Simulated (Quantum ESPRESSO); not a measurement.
Band energies of AlO2H

```xyz
8
Lattice="2.8615 0.0000 0.0000 0.0000 4.2635 0.0000 0.0000 0.0000 4.7700" Properties=species:S:1:pos:R:3 pbc="T T T"
H      1.4308     0.8293     4.6601
H      0.0000     3.4342     2.2751
O      0.0000     2.1425     3.0947
O      1.4308     2.1210     0.7097
O      0.0000     0.0040     1.6626
O      1.4308     4.2595     4.0476
Al     1.4308     1.1782     2.3426
Al     0.0000     3.0853     4.7276
```

PBEsol (pw.x of Quantum ESPRESSO, ONCV potentials, scalar-relativistic); path ΓXSYΓZURTZ,YT,UX,SR; energies in eV from the valence-band maximum.

| k (1/Å) | point | band 12 | band 13 | band 14 | band 15 | band 16 | band 17 | band 18 | band 19 |
|---|---|---|---|---|---|---|---|---|---|
| 0.00 | Γ | -1.17 | -1.01 | -0.58 | -0.25 | 0.00 | 5.60 | 8.88 | 8.92 |
| 0.73 |  | -2.59 | -2.40 | -2.05 | -0.76 | -0.71 | 8.67 | 10.27 | 11.33 |
| 1.10 | X | -3.17 | -2.23 | -2.23 | -1.10 | -1.10 | 10.28 | 10.28 | 10.84 |
| 1.83 | S | -3.47 | -1.64 | -1.64 | -0.58 | -0.58 | 10.31 | 10.31 | 11.01 |
| 2.57 |  | -1.53 | -1.36 | -1.24 | -1.21 | -0.05 | 8.62 | 9.10 | 9.58 |
| 2.93 | Y | -1.49 | -1.43 | -1.04 | -0.68 | -0.01 | 7.87 | 8.32 | 8.78 |
| 3.49 |  | -1.15 | -1.07 | -0.60 | -0.59 | -0.01 | 5.91 | 8.88 | 9.00 |
| 3.67 | Γ | -1.17 | -1.01 | -0.58 | -0.25 | 0.00 | 5.60 | 8.88 | 8.92 |
| 4.33 | Z | -1.98 | -0.91 | -0.91 | -0.73 | -0.73 | 8.22 | 8.22 | 10.68 |
| 5.24 |  | -2.70 | -1.57 | -1.57 | -0.65 | -0.65 | 9.57 | 9.57 | 9.93 |
| 5.43 | U | -2.73 | -1.59 | -1.59 | -0.63 | -0.63 | 9.59 | 9.59 | 9.76 |
| 5.98 |  | -2.34 | -1.64 | -1.64 | -0.65 | -0.65 | 8.87 | 8.87 | 10.08 |
| 6.16 | R | -2.05 | -1.94 | -1.94 | -0.69 | -0.69 | 9.13 | 9.13 | 9.86 |
| 6.79 |  | -2.15 | -1.80 | -1.80 | -0.75 | -0.75 | 9.60 | 9.60 | 10.12 |
| 7.26 | T | -1.55 | -1.22 | -1.22 | -0.99 | -0.99 | 9.08 | 9.08 | 9.36 |
| 7.41 |  | -1.63 | -1.14 | -1.14 | -0.90 | -0.90 | 8.73 | 8.73 | 9.84 |
| 8.00 | Z | -1.98 | -0.91 | -0.91 | -0.73 | -0.73 | 8.22 | 8.22 | 10.68 |
| 8.00 | Y | -1.49 | -1.43 | -1.04 | -0.68 | -0.01 | 7.87 | 8.32 | 8.78 |
| 8.66 | T | -1.55 | -1.22 | -1.22 | -0.99 | -0.99 | 9.08 | 9.08 | 9.36 |
| 8.66 | U | -2.73 | -1.59 | -1.59 | -0.63 | -0.63 | 9.59 | 9.59 | 9.76 |
| 9.31 | X | -3.17 | -2.23 | -2.23 | -1.10 | -1.10 | 10.28 | 10.28 | 10.84 |
| 9.31 | S | -3.47 | -1.64 | -1.64 | -0.58 | -0.58 | 10.31 | 10.31 | 11.01 |
| 9.97 | R | -2.05 | -1.94 | -1.94 | -0.69 | -0.69 | 9.13 | 9.13 | 9.86 |

The PBEsol gap is direct, 5.60 eV at Γ. Another valence extremum on the path lies within 0.02 eV, too close to call.

Geometry of the Materials Project entry, not relaxed at this level.

Letters of k points follow the standard setting of the lattice, whose axes may be ordered differently from the printed cell.
